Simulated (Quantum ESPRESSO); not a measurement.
## W2Ga2PtMgInTi (different elements on one site, starting from this cell)

Computed values, not a measurement. The program is pw.x of Quantum ESPRESSO 7.5 (plane-wave density functional theory). The cell is made up: eight metal atoms on a face-centred cubic lattice, with elements, volume, strain and displacements drawn at random and not relaxed, so it may be unstable or far from any real phase. PseudoDojo standard norm-conserving files set the functional (PBE unless stated); there is no spin polarisation or spin-orbit coupling, the Fermi-Dirac width of 0.25 eV means electrons at about 2900 K, and the masses in the input are unused placeholders. Heavy elements are run without spin-orbit coupling, which real alloys of them have. A spin test at this wide smearing found no moment, but such smearing suppresses magnetism that the real alloy may have.

The runs put different elements on site 3. Cell, positions, cutoff, mesh and smearing stay as in the input of run 1; sites are counted in its order. Stress in the tables is positive in tension.

Input of run 1:

```
&control calculation='scf', pseudo_dir='./dojo.nc.sr.pbe.v0_5.standard.upf', outdir='./o', disk_io='minimal', tprnfor=.true., tstress=.true. /
&system ibrav=0, nat=8, ntyp=6, nbnd=67, ecutwfc=84.00895049, nosym=.true., tot_charge=0,
 occupations='smearing', smearing='fd', degauss=0.0183746611
/
&electrons conv_thr=1.470e-08, electron_maxstep=70, mixing_beta=0.5 /
ATOMIC_SPECIES
Ga 1.0 Ga.upf
In 1.0 In.upf
Mg 1.0 Mg.upf
Pt 1.0 Pt.upf
Ti 1.0 Ti.upf
W 1.0 W.upf
CELL_PARAMETERS angstrom
-0.0082 -2.1235 -2.1204
2.195 4.2437 -2.1089
8.4304 -4.1097 4.1364
ATOMIC_POSITIONS angstrom
W 0.0527 -0.0339 -0.1042
Ga 4.1571 -2.0146 1.9744
Pt 4.1774 -0.1298 -0.1307
Mg 8.5041 -1.8862 1.9661
W 2.1709 -2.0992 -0.061
In 6.3418 -4.3009 2.0941
Ga 2.2035 0.0446 -1.9433
Ti 6.4047 -1.9327 -0.12
K_POINTS automatic
8 5 3 1 1 1
```

```
run  elements on sites 1 to 8  -TS (eV)  pressure (GPa)  stress xx (GPa)  stress yy (GPa)  stress zz (GPa)  stress yz (GPa)  stress xz (GPa)  stress xy (GPa)  iterations
  1     W Ga Pt Mg W In Ga Ti    -1.568           -9.78            10.40             9.04             9.89             1.34            -1.86            -0.02          16
  2      W Ga W Mg W In Ga Ti    -1.616           -9.90             9.70            10.31             9.69             1.03            -2.86             1.88          16
  3     W Ga Ag Mg W In Ga Ti    -1.616           -6.01             6.10             5.42             6.51             2.35            -1.31            -0.24          16
  4     W Ga Ir Mg W In Ga Ti    -1.501          -12.01            12.77            11.33            11.95             0.35            -2.52             0.44          16
  5     W Ga Al Mg W In Ga Ti    -1.576           -7.27             8.42             6.30             7.08             2.08            -2.27             1.24          14
```

Forces Fx Fy Fz (eV/Å):

| site | run 1 | run 2 | run 3 | run 4 | run 5 |
| --- | --- | --- | --- | --- | --- |
| 1 | 2.01 -0.97 1.01 | 1.84 -0.79 0.94 | 1.96 -0.90 0.93 | 1.98 -0.98 1.04 | 1.81 -0.82 0.87 |
| 2 | -0.34 0.09 -0.05 | -0.45 -0.13 0.13 | -0.23 0.13 -0.09 | -0.44 0.05 -0.03 | -0.24 0.10 -0.06 |
| 3 | 0.23 0.21 0.22 | 0.59 0.30 -0.19 | 0.55 0.55 0.01 | -0.03 0.08 0.30 | 0.21 0.40 0.25 |
| 4 | 0.48 -0.90 0.82 | 0.64 -0.91 0.85 | 0.48 -0.90 0.82 | 0.51 -0.90 0.83 | 0.54 -0.92 0.84 |
| 5 | -0.83 0.16 -0.18 | -0.97 0.29 0.17 | -1.67 0.08 -0.06 | -0.35 0.22 -0.27 | -1.01 0.32 -0.25 |
| 6 | 0.20 0.99 -0.87 | 0.23 0.97 -0.84 | 0.19 0.98 -0.87 | 0.22 1.00 -0.88 | 0.17 0.98 -0.86 |
| 7 | 0.07 0.18 -0.50 | -0.07 0.18 -0.78 | -0.17 0.22 -0.57 | 0.25 0.10 -0.46 | -0.09 0.24 -0.61 |
| 8 | -1.81 0.25 -0.44 | -1.80 0.09 -0.29 | -1.11 -0.16 -0.18 | -2.15 0.43 -0.53 | -1.41 -0.29 -0.17 |

Energies are left out, as each element's file has its own zero. A rerun of one cell of this series at a higher cutoff and on a denser mesh moved values by no more than 0.004 eV in energy, 0.02 GPa in stress and 0.004 eV/Å in force, and a second program with other atomic files agreed on that cell to 2 % rms in force and 0.5 GPa in pressure.